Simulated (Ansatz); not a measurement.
AlN (wurtzite, P6_3mc), LDA (plane waves, PAW; program Ansatz). The conduction-band minimum lies at Γ, with 1 equivalent valley. Second derivatives d²E/dk² of the lowest band at one valley (eV·Å²), along Cartesian directions:

```tsv
direction	d²E/dk²
[100]	23.78
[010]	23.78
[001]	24.66
[110]	23.78
[101]	24.22
[011]	24.22
```

**Question.** Find the principal effective masses, the density-of-states mass and the conductivity mass.

**Answer.** Off-diagonal terms follow from H_xy = H[110] − (H_xx + H_yy)/2, and m*/mₑ = 7.620 eV·Å² over each eigenvalue: 0.31, 0.32, 0.32. One valley's DOS mass (m₁m₂m₃)^(1/3) = 0.32, conductivity mass 3/(Σ 1/mᵢ) = 0.32 mₑ.

**Question.** What effective density of states Nc follows at 300 K for parabolic valleys?

**Answer.** Nc = 2.509e19 × 1 × (0.32)^(3/2) ≈ 4.5e18 cm⁻³.

**Question.** With the computed static dielectric constant 8.53 (mean of the diagonal), estimate a hydrogenic donor's binding energy and radius.

**Answer.** E = 13.606 eV × 0.32/8.53² ≈ 60 meV; a = 0.529 Å × ε/m* ≈ 14 Å. Semilocal masses tend to be too small where the gap is.

The cell was relaxed with LDA under the symmetry of its start; phonons on a q-mesh show no instability.

Potentials: the later of the program's two PAW sets.
